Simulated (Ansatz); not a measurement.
Start of a relaxation of Na₂AlNiC₆N₆:

Space group Fm-3m (No. 225). a = 10.105 Å, b = 10.105 Å, c = 10.105 Å, α = 90.00°, β = 90.00°, γ = 90.00°
```
atom  site  symmetry       x       y       z
  Na    8c      -43m  0.2500  0.7500  0.7500
  Al    4a      m-3m  0.0000  0.0000  0.0000
  Ni    4b      m-3m  0.5000  0.0000  0.0000
   C   24e      4m.m  0.1856  0.0000  0.0000
   N   24e      4m.m  0.3013  0.0000  0.0000
```

The calculation used DFT PBE, scalar-relativistic, plane waves, PAW in Ansatz. Cutoff 420 eV, Gaussian smearing, Γ-centred meshes. Cell and atoms relax first on a coarse mesh and then on a finer one. In between, the cell is made exact in the group found at 0.06 Å. In metals the finer mesh still leaves noise of several meV/atom or more. The steps can't lower the symmetry of their start. Collinear spin, starting moments Ni 2.0 μB.

A guess keeps its type if space group and coordination stay and the shape of the cell changes little (axis ratios within about 15 %, angles within 6°); the volume may change.

Problem. Will the relaxed cell still be of the starting type?

Solution. It keeps its type. The symmetry stays Fm-3m (No. 225). The volume per atom grows by 18.4 %, from 16.1 to 19.1 Å³. The shortest distance stays 1.17 Å (C–N). Counting neighbours within 15 % of an atom's shortest distance, the start has Al 6, C 1, N 1, Na 24, Ni 6 and the end Al 6, C 1, N 1, Na 24, Ni 6.

The last run used collinear spin, a 6×6×6 mesh for its 16-atom cell and Gaussian smearing of 0.10 eV. In such compounds of Ni a zero gap at this level may well be an artefact, since no Hubbard U is applied. Another magnetic order may lie lower. Symmetry constrained the relaxation, so the result can be a saddle point.
